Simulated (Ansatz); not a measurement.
LiF (rock salt), conventional cell a = 4.068 Å, b = 4.068 Å, c = 4.068 Å, α = 90.00°, β = 90.00°, γ = 90.00°. The calculation uses the primitive cell of 2 atoms, to which meshes and values per cell refer.

The volume is varied about the relaxed value V₀ at fixed cell shape. Symmetry pins the atoms to their sites.

The numbers are results of PBE (plane waves to 420 eV, PAW, scalar-relativistic; Ansatz, an electronic-structure program), not measurements. k mesh 14×14×14 (Γ-centred), Fermi-Dirac smearing 0.05 eV. The energy includes the smearing's −TS. Compression counts positive. LiF was relaxed with its symmetry unable to fall. ΔE is measured from the relaxed starting cell.

| V/V₀ | ΔE (eV/atom) | P (GPa) |
|---|---|---|
| 0.900 | 0.0212 | 8.82 |
| 0.925 | 0.0114 | 6.17 |
| 0.950 | 0.0049 | 3.85 |
| 0.975 | 0.0012 | 1.80 |
| 1.000 | 0.0000 | 0.01 |
| 1.025 | 0.0010 | -1.57 |
| 1.050 | 0.0040 | -2.96 |
| 1.075 | 0.0088 | -4.18 |
| 1.100 | 0.0150 | -5.25 |

What the scan shows:

The pressure at the smallest volume is 8.82 GPa. The energy cost of the largest compression is 21.2 meV/atom, the energy cost of the largest expansion is 15.0 meV/atom and the bulk modulus B₀ (third-order Birch-Murnaghan fit) comes out as 67.3 GPa. The pressure derivative B₀′ (fit) is 4.1 and the equilibrium volume of the fit is 8.42 Å³/atom. The pressure for 5 % compression (fit) comes out as 3.8 GPa.

The 9 points together took very roughly 17 core-seconds.

(A scan under strain: stresses follow from slopes of the energy per volume, elastic moduli from its curvatures.)
